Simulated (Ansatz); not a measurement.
C:
```yaml
crystal:
  lattice:
    - [3.79556, 0.00000, 0.00000]
    - [0.00000, 3.79556, 0.00000]
    - [0.00000, 0.00000, 4.67220]
  atoms:
    - { symbol: C, position: [0.92396, 0.07604, 0.25000] }
    - { symbol: C, position: [0.42396, 0.42396, 0.00000] }
    - { symbol: C, position: [0.07604, 0.92396, 0.75000] }
    - { symbol: C, position: [0.57604, 0.57604, 0.50000] }
    - { symbol: C, position: [0.37886, 0.83295, 0.96637] }
    - { symbol: C, position: [0.66705, 0.87886, 0.71637] }
    - { symbol: C, position: [0.62114, 0.16705, 0.46637] }
    - { symbol: C, position: [0.33295, 0.12114, 0.21637] }
    - { symbol: C, position: [0.87886, 0.66705, 0.28363] }
    - { symbol: C, position: [0.16705, 0.62114, 0.53363] }
    - { symbol: C, position: [0.12114, 0.33295, 0.78363] }
    - { symbol: C, position: [0.83295, 0.37886, 0.03363] }
```

Relaxed with r²SCAN.

**Question.** Map the electron localisation function on the plane through (0.424, 0.424, 0.000) spanned by u = [1, 1, 0] and v = [1, 0, 1] in lattice vectors, from r²SCAN in the plane-wave PAW code Ansatz.

**Answer.** x is the fraction of u, y of v (the angle between them is 64°; rows are the nearest grid lines); atoms in the plane: C at (0.00, 0.00), C at (0.74, 0.46), C at (0.70, 0.22), C at (0.20, 0.54), C at (0.91, 0.78).
```
|0046521000000000000001256400|
|0036641000000000000001257740|
|9766643334555543212234468999|
|9865433356766766422356546899|
|9864222357876777633467521489|
|5652000136752146753246640015|
|7763100025652014653124653247|
|9986310012553124663101456679|
|9998643111345457875200135789|
|8997424653112579999752100258|
|5786201565210258999765310025|
|2576200266410036887545541002|
|0258886455520014664001565200|
|0148999865420014787300466310|
|1247999975310015799852455311|
|1345457875200135789998643111|
|1355312566310245667998631001|
|0256410256521256532477631000|
|0247742257642257620026641000|
|2224687767774335663126887532|
|5433467766765323465458999765|
|6653334555544221234457999866|
|0366421000000000000012577410|
|0046521000000000000001256400|
```
Scale: ten equal steps from 0.015 (start of '0') to 0.941 (end of '9'), in the order '0123456789'; x runs from 0.000 to 1.00, y from 0.000 (bottom) to 1.00 (top).

The density is the valence pseudo-density with augmentation charge, so density and ELF within about 1 Å of a nucleus are not all-electron values.

Space group P4_32_12. The start of the workflow was typed in or built on a structure type; neither database checked (COD, Materials Project) lists it. It is not the phase usual at ambient conditions (space group No. 194, 227). The cell was relaxed with r²SCAN under the symmetry of its start; whether a distortion lowers the energy is not shown.

Potentials: the later of the program's two PAW sets.
